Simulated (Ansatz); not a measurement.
## Kick test of a cell of Mg₂Cd₃Te₅

The structure comes from a generated guess, relaxed at this level; another structure or a mixture of phases may lie lower.

These are results of DFT PBE, scalar-relativistic, plane waves, PAW (Ansatz), not measurements. Plane waves to 420 eV, a k mesh through Γ of 8×8×8 on the computed 10-atom cell and Gaussian smearing (0.02 eV); no spin polarisation.

The cell below (10 atoms, space group I-4m2 (No. 119)) is relaxed within its symmetry.

```yaml
crystal:
  lattice:
    - [-2.32774, 2.32774, 16.38829]
    - [2.32774, -2.32774, 16.38829]
    - [2.32774, 2.32774, -16.38829]
  atoms:
    - { symbol: Mg, position: [0.59959, 0.59959, 0.00000] }
    - { symbol: Mg, position: [0.40041, 0.40041, 0.00000] }
    - { symbol: Cd, position: [0.19923, 0.19923, 0.00000] }
    - { symbol: Cd, position: [0.80077, 0.80077, 0.00000] }
    - { symbol: Cd, position: [0.00000, 0.00000, 0.00000] }
    - { symbol: Te, position: [0.25000, 0.75000, 0.50000] }
    - { symbol: Te, position: [0.85178, 0.35178, 0.50000] }
    - { symbol: Te, position: [0.44901, 0.94901, 0.50000] }
    - { symbol: Te, position: [0.05099, 0.55099, 0.50000] }
    - { symbol: Te, position: [0.64822, 0.14822, 0.50000] }
```

For the test it was strained at random (σ = 1.5 % a component), the atoms were moved at random (σ = 0.10 Å), and all was relaxed again on a coarse 4×4×4 mesh (in the run’s order of axes) with 0.10 eV smearing, with no symmetry imposed.

Spin–orbit coupling, which can matter for Te, is left out.

**Question.** What happens?

**Answer.** It returns, within 1 meV/atom of the unmoved cell on that mesh and with the same symmetry when read at 0.1 Å (P1 at 0.01 Å, so small strains and shifts remain). No instability shows in this cell; modes of other wave vectors, which need another repeat, aren't tested.
